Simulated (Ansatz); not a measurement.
**ScPd: a vibration from a frozen displacement**

Level of theory: DFT r2SCAN, scalar-relativistic, plane waves, PAW in Ansatz. Cutoff 500 eV, Γ-centred 14×14×14 k-points, Gaussian smearing of 0.15 eV. No spin polarisation. Energies are free energies at this smearing, counted from the undisturbed cell; pressure is positive in compression.

Reference structure (as given, not relaxed at this level; it stands at 1.2 GPa, and it needn't be the usual structure):

```
CELL_PARAMETERS angstrom
3.28300 0.00000 0.00000
0.00000 3.28300 0.00000
0.00000 0.00000 3.28300
ATOMIC_POSITIONS crystal
Sc 0.50000 0.50000 0.50000
Pd 0.00000 0.00000 0.00000
```

Every Pd atom is moved by x along the Cartesian unit vector (0.000, 1.000, 0.000); the cell and all other atoms stay fixed. The cell's volume is 35.38 Å³; the moved atoms weigh 106.420 u together and the others 44.956 u. Some rows repeat others by symmetry and weren't run.

| x (Å) | ΔE (meV/cell) | total force on the moved atoms along the move (eV/Å) | pressure (GPa) |
| --- | --- | --- | --- |
| -0.2000 | 65.35 | 0.6684 | 2.4594 |
| -0.1750 | 49.77 | 0.5792 | 2.1733 |
| -0.1500 | 36.40 | 0.4921 | 1.9250 |
| -0.1250 | 25.17 | 0.4069 | 1.7145 |
| -0.1000 | 16.06 | 0.3235 | 1.5421 |
| -0.0750 | 9.01 | 0.2414 | 1.4077 |
| -0.0500 | 4.00 | 0.1603 | 1.3116 |
| -0.0250 | 1.00 | 0.0800 | 1.2538 |
| 0.0000 | 0.00 | 0.0000 | 1.2346 |
| 0.0250 | 1.00 | -0.0800 | 1.2538 |
| 0.0500 | 4.00 | -0.1603 | 1.3116 |
| 0.0750 | 9.01 | -0.2414 | 1.4077 |
| 0.1000 | 16.06 | -0.3235 | 1.5421 |
| 0.1250 | 25.17 | -0.4069 | 1.7145 |
| 0.1500 | 36.40 | -0.4921 | 1.9250 |
| 0.1750 | 49.77 | -0.5792 | 2.1733 |
| 0.2000 | 65.35 | -0.6684 | 2.4594 |

Problem. What frequency belongs to this motion?

Solution. The force constant is k = −dF/dx = 3.200 eV/Å², from the parabola through x = -0.0250, 0 and 0.0250. In every cell the moved atoms swing against the rest, so the mass is μ = m₁m₂/(m₁ + m₂) = 31.605 u, and ν̃ = 521.5 cm⁻¹ × √(|k|/μ) = 166 cm⁻¹, at this cell's pressure of 1.2 GPa. To first order in x, and within 1 %, the force on every atom lies along the move and, within each of the two groups, in proportion to the atom's mass, so this is itself a mode at the zone centre of this cell.

Problem. How far does the harmonic law reach?

Solution. At x = -0.200 Å, kx²/2 = 64.00 meV against the computed 65.35 meV (+2.1 %): the well is still close to harmonic there.

Problem. The pressure changes with x². What does that say about the frequency under compression?

Solution. With E = k(V)x²/2, k ∝ V^(−2γ) and x scaling with the cell as V^(1/3), P − P0 = −∂E/∂V = (2γ − 2/3) ΔE/V. At x = 0.0500 Å, V(P − P0) = 35.38 × 0.07699 / 160.2 eV = 17.00 meV and ΔE = 4.00 meV, so γ = 1/3 + V(P − P0)/(2ΔE) = 2.46. This is the Grüneisen parameter of the motion under uniform scaling of the cell: shrinking the cell evenly by 1 % in volume raises the frequency by about 2.46 %.

In a metal these slopes depend on the k mesh and the smearing.